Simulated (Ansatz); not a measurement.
TiO2:
```cif
data_O4Ti2
_chemical_formula_sum 'Ti2 O4'
_space_group_name_H-M_alt 'P 1'
_space_group_IT_number 1
_cell_length_a 5.48848
_cell_length_b 5.48848
_cell_length_c 5.48848
_cell_angle_alpha 139.735
_cell_angle_beta 139.735
_cell_angle_gamma 58.255
loop_
_space_group_symop_operation_xyz
  'x, y, z'
loop_
_atom_site_label
_atom_site_type_symbol
_atom_site_fract_x
_atom_site_fract_y
_atom_site_fract_z
_atom_site_occupancy
Ti1 Ti 0.00000 0.00000 0.00000 1
Ti2 Ti 0.75000 0.25000 0.50000 1
O1 O 0.95721 0.45721 0.50000 1
O2 O 0.20721 0.20721 0.00000 1
O3 O 0.79279 0.79279 0.00000 1
O4 O 0.54279 0.04279 0.50000 1
```

Relaxed with r²SCAN. The program Ansatz at the r²SCAN level (PAW) gives a gap of 2.53 eV.

Task: What gap does HSE06 give on the same cell (Ansatz, PAW)?

Result: 3.64 eV, 1.11 eV more. The hybrid was solved on a coarser mesh and at special points; the gap given is the minimum over both.

```json
[
 {"k": "Γ", "v1 r²SCAN": "-0.47", "c1 r²SCAN": "2.53", "v1 HSE06": "-0.48", "c1 HSE06": "3.64"},
 {"k": "M", "v1 r²SCAN": "-0.12", "c1 r²SCAN": "2.88", "v1 HSE06": "[?]", "c1 HSE06": "[?]"},
 {"k": "X", "v1 r²SCAN": "-0.05", "c1 r²SCAN": "3.71", "v1 HSE06": "-0.06", "c1 HSE06": "4.98"},
 {"k": "P", "v1 r²SCAN": "-0.24", "c1 r²SCAN": "3.93", "v1 HSE06": "[?]", "c1 HSE06": "[?]"},
 {"k": "N", "v1 r²SCAN": "-0.68", "c1 r²SCAN": "3.65", "v1 HSE06": "-0.72", "c1 HSE06": "4.91"},
 {"k": "S0", "v1 r²SCAN": "-0.84", "c1 r²SCAN": "3.64", "v1 HSE06": "[?]", "c1 HSE06": "[?]"},
 {"k": "R", "v1 r²SCAN": "-0.09", "c1 r²SCAN": "3.68", "v1 HSE06": "[?]", "c1 HSE06": "[?]"}
]
```

Task: Top valence (v1) and lowest conduction level (c1) in eV from each method's valence maximum (which need not be a listed point): supply the withheld HSE06 values.

Result: 
- M, v1 HSE06: -0.11
- M, c1 HSE06: 4.04
- P, v1 HSE06: -0.25
- P, c1 HSE06: 5.22
- R, v1 HSE06: -0.10
- R, c1 HSE06: 4.95
- S0, v1 HSE06: -0.91
- S0, c1 HSE06: 4.85

Cost on shared cores: the r²SCAN run (SCF on a 10×10×10 mesh, then bands and DOS) around 2.2 core-minutes (rough), the HSE06 run (SCF on 6×6×6, then a few points) very roughly 9 core-minutes; the tasks are unlike.

Space group I4_1/amd (anatase). The cell was relaxed with r²SCAN under the symmetry of its start. No spin polarisation was allowed.

Potentials: the earlier of the program's two PAW sets.
